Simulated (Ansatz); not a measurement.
Phonons of WSe2 (P6_3/mmc)

```xyz
6
Lattice="3.2498 0.0000 0.0000 -1.6249 2.8144 0.0000 0.0000 0.0000 12.8219" Properties=species:S:1:pos:R:3 pbc="T T T"
W     0.0000    1.8763    3.2055
W     1.6249    0.9381    9.6164
Se    0.0000    1.8763    7.9495
Se    1.6249    0.9381    1.5386
Se    0.0000    1.8763   11.2833
Se    1.6249    0.9381    4.8723
```

Conventional cell: a = 3.250 Å, b = 3.250 Å, c = 12.822 Å, α = 90.00°, β = 90.00°, γ = 120.00°. W (atom 1) is surrounded by 6 Se at 2.51 Å. Se (atom 3) has 3 W at 2.51 Å as nearest neighbours.

Unless marked otherwise, the numbers come from LDA, all-electron LAPW in Ansatz 0.2.0, scalar-relativistic. k mesh 6×6×2, fixed occupations, basis error target 0.5 meV/atom. The cell was relaxed by PAW under this functional.

Atoms are displaced by 0.01 Å in the primitive cell, which gives the zone-centre modes alone. Negative values stand for unstable modes. The zone centre has no LO-TO term.

Problem. Is the structure dynamically stable at these wave vectors?

Solution. Yes, no mode is unstable there; wave vectors off this mesh aren't tested.

Problem. How do the optical zone-centre modes decompose, and which are active?

Solution. Point group 6/mmm: Γ_opt = 2E2g + 2B1g + E2u + E1g + E1u + B2u + A1g + A2u.

| label | cm⁻¹ | activity | mostly |
| --- | --- | --- | --- |
| E2g | 24.6 | Raman | W (54 %) |
| B1g | 37.8 | silent | W (54 %) |
| E2u | 174.9 | silent | Se (100 %) |
| E1g | 176.6 | Raman | Se (100 %) |
| E2g | 248.3 | Raman | Se (54 %) |
| E1u | 248.4 | IR | Se (54 %) |
| B2u | 249.8 | silent | Se (100 %) |
| A1g | 252.7 | Raman | Se (100 %) |
| A2u | 307.4 | IR | Se (54 %) |
| B1g | 309.7 | silent | Se (54 %) |

Problem. How well do frozen-core PAW files reproduce these all-electron values?

Solution. With a cutoff of 420 eV and displacements of 0.0025 Å, the r.m.s. difference over the modes is 0.1 cm⁻¹; the largest difference is 250.0 (PAW) against 249.8 cm⁻¹ (LAPW).

Problem. The cell is scaled evenly to 115.511 and 119.029 Å³ (from 117.270), with free atoms relaxed and the shape held, so these aren't the values under hydrostatic pressure. What are the mode Grüneisen parameters γ = −d ln ω/d ln V?

Solution. For the highest mode, 311.5 cm⁻¹ in the small cell and 308.0 in the large one give γ ≈ 0.38. From the change of the dynamical matrix on each mode:

```json
{"point": "Gamma", "cm⁻¹": "24.6", "γ": "4.51"}
{"point": "Gamma", "cm⁻¹": "37.8", "γ": "5.71"}
{"point": "Gamma", "cm⁻¹": "174.9", "γ": "0.23"}
{"point": "Gamma", "cm⁻¹": "176.6", "γ": "0.32"}
{"point": "Gamma", "cm⁻¹": "248.3", "γ": "0.29"}
{"point": "Gamma", "cm⁻¹": "248.4", "γ": "0.29"}
{"point": "Gamma", "cm⁻¹": "249.8", "γ": "0.17"}
{"point": "Gamma", "cm⁻¹": "252.7", "γ": "0.34"}
{"point": "Gamma", "cm⁻¹": "307.4", "γ": "0.32"}
{"point": "Gamma", "cm⁻¹": "309.7", "γ": "0.37"}
```

Problem. Linear response on PAW files adds the field. What are the dielectric tensor, the Born charges and the LO shift?

Solution. ε∞ = (15.32, 15.32, 8.06) along x, y, z with local fields. Born charges (xx, yy, zz): W1 (-1.36, -1.36, -0.91); W2 (-1.36, -1.36, -0.91); Se3 (0.68, 0.68, 0.45); Se4 (0.68, 0.68, 0.45); Se5 (0.68, 0.68, 0.45); Se6 (0.68, 0.68, 0.45). For q along x the macroscopic field gives longitudinal modes at 250.8 (from 248.4) cm⁻¹. For q along z the macroscopic field gives longitudinal modes at 309.0 (from 307.3) cm⁻¹. Without the field the optical modes lie at 24.6 (E2g), 37.8 (B1g), 174.8 (E2u), 176.5 (E1g), 248.2 (E2g), 248.4 (E1u), 250.0 (B2u), 252.8 (A1g), 307.3 (A2u), 309.7 (B1g) cm⁻¹. With the ions free to follow the field, the program's ε₀ is (15.62, 15.62, 8.14).

Limits of these numbers: no spin-orbit coupling on heavy atoms; no dispersion correction, so the spacing and stiffness between layers or molecules are poor; zone-boundary modes aren't tested; the frozen-core PAW files of the compared runs were fitted under PBE, their cores solved anew for this functional; field response not resolved by the mesh; semilocal gaps are low, and ε∞ tends to come out large.
